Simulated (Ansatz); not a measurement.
A geometry of Mg away from equilibrium: step 2 of the relaxation of a relaxed Mg cell displaced along its unstable phonon at q = (½, 0, 0) of its primitive reciprocal cell (118i cm⁻¹), largest move 0.15 Å. The numbers are results of PBEsol (plane waves to 420 eV, PAW, scalar-relativistic; Ansatz, a quantum-chemistry and plane-wave program), not measurements. Γ-centred k-mesh 6×12×11 on the run's cell (coarser than for final values), Fermi–Dirac smearing 0.05 eV.

```xyz
2
Lattice="6.0907 -0.0331 0.0000 -1.5370 2.6621 0.0000 0.0000 0.0000 3.0453" Properties=species:S:1:pos:R:3:forces:R:3 pbc="T T T" free_energy=-3823.770 pressure_GPa=-0.6
Mg     0.0000     0.0000     0.3433    0.0000    0.0000    0.3229
Mg     1.5084     2.6456    -0.3433    0.0000    0.0000   -0.3229
```

Positions in Å, forces in eV/Å, free energy of the cell in eV (comparable only within this code, potentials and settings). Largest force: 0.32 eV/Å, on Mg1, Mg2 (atoms numbered as listed); the geometry lies 0.16 eV/atom above the end of its relaxation.

No spin polarisation in the result.

The run could not lose the symmetry of its start, so the end can be a saddle point.

The end of the path is a generated cell of Mg: the first start was made by placing the elements on the sites of a structure type, and the end was not matched to a known phase here, so it may be hypothetical. Known forms of Mg include space group No. 194.
